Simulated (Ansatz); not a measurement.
The calculation used Ansatz 0.2.0, DFT PBE, scalar-relativistic, plane waves, PAW. Settings: cutoff 420 eV, Γ-centred meshes spaced at most about 0.3 Å⁻¹, and about 0.25 Å⁻¹ or finer for metals (2π included), Gaussian smearing. No spin polarisation in the final relaxations.

These are static total energies at zero pressure.

Two relaxed structures of HfH5:

1.

```cif
data_structure
_symmetry_space_group_name_H-M 'P-6m2'
_symmetry_Int_Tables_number 187
_cell_length_a 8.1202
_cell_length_b 8.1202
_cell_length_c 3.3599
_cell_angle_alpha 90.000
_cell_angle_beta 90.000
_cell_angle_gamma 120.000
_cell_volume 191.86
loop_
_atom_site_label
_atom_site_type_symbol
_atom_site_symmetry_multiplicity
_atom_site_Wyckoff_symbol
_atom_site_fract_x
_atom_site_fract_y
_atom_site_fract_z
_atom_site_occupancy
Hf1 Hf 1 a 0.00000 0.00000 0.00000 1
H1 H 2 i 0.66667 0.33333 0.61172 1
H2 H 3 j 0.86906 0.13094 0.00000 1
```

2.

```cif
data_structure
_symmetry_space_group_name_H-M 'F-43m'
_symmetry_Int_Tables_number 216
_cell_length_a 5.1362
_cell_length_b 5.1362
_cell_length_c 5.1362
_cell_angle_alpha 90.000
_cell_angle_beta 90.000
_cell_angle_gamma 90.000
_cell_volume 135.50
loop_
_atom_site_label
_atom_site_type_symbol
_atom_site_symmetry_multiplicity
_atom_site_Wyckoff_symbol
_atom_site_fract_x
_atom_site_fract_y
_atom_site_fract_z
_atom_site_occupancy
Hf1 Hf 4 a 0.00000 0.00000 0.00000 1
H1 H 16 e 0.12388 0.37612 0.12388 1
H2 H 4 d 0.25000 0.25000 0.75000 1
```

**Question.** Which would you expect to be lower, and how large is the difference?

**Answer.** Cell 2 is lower, by 0.34 eV/atom. Cell 1 has space group P-6m2 (No. 187), 32.0 Å³/atom and no gap on its mesh; cell 2 has space group F-43m (No. 216), 5.6 Å³/atom and no gap. Counting H atoms around Hf (those within 1.25 times the shortest such distance or 1.15 times the sum of covalent radii, 1.27 where that leaves under three), cell 1 has Hf 3 and cell 2 has Hf 16. Cell 1 holds H–H pairs as short as in free H₂ molecules (shortest 0.75 Å); in cell 2 the shortest H–H distance is 1.80 Å. Even the lower one lies +0.21 eV/atom against the reference forms of the elements (uncorrected), so neither is stable at this level. In cell 1, Hf is surrounded by 3 H at 1.84 Å; around H on a site of symmetry 3m lies 1 H at 0.75 Å; H on a site of symmetry mm2 has 1 Hf at 1.84 Å. In cell 2, Hf is surrounded by 16 H at 2.13–2.22 Å; H on a site of symmetry 3m is surrounded by 6 H at 1.80–1.83 Å, 3 H at 2.13 Å and 3 Hf at 2.13 Å; around H on a site of symmetry -43m lie 12 H at 2.13 Å and 4 Hf at 2.22 Å. Both come from invented guesses. A third cell relaxed alike, in Cmmm, lies 175 meV/atom below the lower of the two.

No dispersion correction is applied, so the spacing and binding between layers, chains or molecules are poorly described (P-6m2), and this can change margins and order among such cells. These runs have no spin–orbit coupling, which can matter for Hf. With hydrogen, zero-point motion can shift such differences by 10 meV/atom or more. A magnetic state wasn't ruled out in cells without spin, among them P-6m2, F-43m. Cells relaxed within their symmetry can be saddle points.
